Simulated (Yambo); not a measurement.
```
SiO2
1.0
    4.99265     0.00000     0.00000
    0.00000     4.99265     0.00000
    0.00000     0.00000     6.93393
O Si
8 4
Cartesian
  4.46128   3.80135   2.21962
  3.68762   1.96496   3.95310
  0.53137   1.19130   5.68659
  1.30503   3.02769   0.48614
  1.96496   3.68762   2.98083
  1.19130   0.53137   1.24734
  3.02769   1.30503   6.44779
  3.80135   4.46128   4.71431
  3.48816   3.48816   3.46697
  4.00081   0.99184   5.20045
  1.50449   1.50449   0.00000
  0.99184   4.00081   1.73348
```

The geometry is that of Materials Project entry mp-6945, symmetrised and not relaxed again.

Task: Where are the main features of Im ε from RPA with local fields on LDA bands (Yambo; 4×4×2 mesh, 133 bands, 3 Ry local-field block, 0.2 eV broadening; field along z)?

Result: Peaks at 9.2 eV (2.3), 10.4 eV (2.2), 13.6 eV (2.0), 15.2 eV (2.0), 18.1 eV (1.2), heights in brackets. Structure narrower than a few tenths of an eV can come from the finite k mesh. Convergence of the RPA response with its 4×4×2 mesh was not tested. No excitonic effects at this level. 

This is not the ordinary phase of the substance.
